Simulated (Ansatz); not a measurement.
**Zr₂HC, first-principles data**

Zr2HC:
```cif
data_CHZr2
_chemical_formula_sum 'Zr2 H1 C1'
_space_group_name_H-M_alt 'P 1'
_space_group_IT_number 1
_cell_length_a 3.35254
_cell_length_b 3.35254
_cell_length_c 5.45856
_cell_angle_alpha 90.000
_cell_angle_beta 90.000
_cell_angle_gamma 120.000
loop_
_space_group_symop_operation_xyz
  'x, y, z'
loop_
_atom_site_label
_atom_site_type_symbol
_atom_site_fract_x
_atom_site_fract_y
_atom_site_fract_z
_atom_site_occupancy
Zr1 Zr 0.00000 0.00000 0.76567 1
Zr2 Zr 0.33333 0.66667 0.23456 1
H1 H 0.00000 0.00000 0.38814 1
C1 C 0.66667 0.33333 0.99563 1
```

Space group P3m1 (No. 156); conventional cell a = b = 3.3525 Å, c = 5.4586 Å, α = β = 90.00°, γ = 120.00°.

Method: DFT-r²SCAN in the program Ansatz with PAW potentials. The cell and atoms are relaxed at this level. Other levels are named where they apply.

**Cell and energy**

```yaml
volume_per_atom: 13.28 Å³
density: 6.11 g/cm³
Formation energy from the elements (no fitted shifts): -0.82 eV/atom
```

**Electronic structure**

```yaml
electronic_character: metallic (no gap)
Density of states at the Fermi level: 0.66 states/eV per atom (mean over ±0.08 eV)
```

The first step of the workflow began from a Materials Project structure, measured or hypothetical; the Crystallography Open Database copy checked does not list it. Its standing as an ambient phase is unchecked. The r²SCAN relaxation kept the symmetry of its start; its stability against distortions is not shown here. No spin polarisation was allowed. The references are the lowest solids computed at this level, not always the standard phases (solids in place of the gases). Scalar-relativistic: spin–orbit coupling is off unless named, which matters more the heavier the elements.

Potentials: the later of the program's two PAW sets.
